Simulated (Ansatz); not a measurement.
ZnNi (CsCl type, space group No. 221) under volume change, PBEsol (plane waves, PAW; program Ansatz), scaled uniformly.

```csv
V (Å³/atom),E − E(relaxed) (meV/atom),P (GPa)
10.442,59.8,20.36
10.786,___,___
11.130,5.8,5.62
11.474,0.0,-0.01
11.819,5.3,-4.74
12.163,19.8,-8.70
12.507,___,___
```

Problem. Complete the blanks.

Solution. 
- 10.786, E − E(relaxed) (meV/atom): 24.9
- 10.786, P (GPa): 12.34
- 12.507, E − E(relaxed) (meV/atom): 42.2
- 12.507, P (GPa): -12.02

Problem. What does a third-order Birch–Murnaghan fit give for V₀, B₀ and B′?

Solution. V₀ = 11.47 Å³/atom, B₀ = 172 GPa, B′ = 4.8.

Space group Pm-3m (CsCl type). The workflow started from a Materials Project entry (that database holds measured and hypothetical structures alike); the Crystallography Open Database files this formula in space group No. 221, but the cells were not matched. Whether it is the stable phase at ambient conditions was not checked. The PBEsol relaxation kept the symmetry of its start. At this level the phase is mechanically unstable. The run is not spin-polarised.

Potentials: the later of the program's two PAW sets.
